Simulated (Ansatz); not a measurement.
# What internal relaxation does to the elastic constants of TiSiB₄

Computed with DFT PBEsol, scalar-relativistic, plane waves, PAW (Ansatz 0.2.0). Settings: 420 eV plane-wave cutoff, Γ-centred 15×15×6 mesh, Fermi-Dirac smearing of 0.15 eV. No spin polarisation.

Equilibrium structure at this level:
```yaml
crystal:
  lattice:
    - [2.98469, 0.00000, 0.00000]
    - [-1.49234, 2.58481, 0.00000]
    - [0.00000, 0.00000, 6.79292]
  atoms:
    - { symbol: Ti, position: [0.00000, 0.00000, 0.00000] }
    - { symbol: Si, position: [0.00000, 0.00000, 0.50000] }
    - { symbol: B, position: [0.33333, 0.66667, 0.75962] }
    - { symbol: B, position: [0.33333, 0.66667, 0.24038] }
    - { symbol: B, position: [0.66667, 0.33333, 0.75962] }
    - { symbol: B, position: [0.66667, 0.33333, 0.24038] }
```

The cell was built by swapping an element in a database structure (itself possibly hypothetical) and relaxing; it need not be the stable form of this composition. In a metal, frequencies and elastic constants depend on the k mesh and the smearing, soft modes and shear constants most.

Clamped-ion constants (GPa, Voigt order; atoms follow the strain homogeneously):
```
588.1  76.3  20.5   0.0   0.0   0.0
 76.3 588.1  20.5   0.0   0.0   0.0
 20.5  20.5 436.5   0.0   0.0   0.0
  0.0   0.0   0.0 172.3   0.0   0.0
  0.0   0.0   0.0   0.0 172.3   0.0
  0.0   0.0   0.0   0.0   0.0 255.9
```

Q: What are the constants once the atoms relax in each strained cell?

A:
```
559.5  67.8  -9.6   0.0   0.0   0.0
 67.8 559.5  -9.6   0.0   0.0   0.0
 -9.6  -9.6 387.5   0.0   0.0   0.0
  0.0   0.0   0.0 110.7   0.0   0.0
  0.0   0.0   0.0   0.0 110.7   0.0
  0.0   0.0   0.0   0.0   0.0 245.9
```
The Voigt shear modulus goes from 219.8 to 190.7 GPa and the Voigt bulk modulus from 205.3 to 178.2 GPa. Relaxation subtracts ΛᵀK⁻¹Λ/V, with Λ the forces that a strain puts on the atoms and K the zone-centre force constants. At a stable cell this can only lower the diagonal constants, and it acts only for strains that share their symmetry with an optical mode; elsewhere, and where the coupling is weak, the constants hardly move.

Cost: 2 runs of about 16 core-minutes in all, on Arm Neoverse N1 (shared hosts).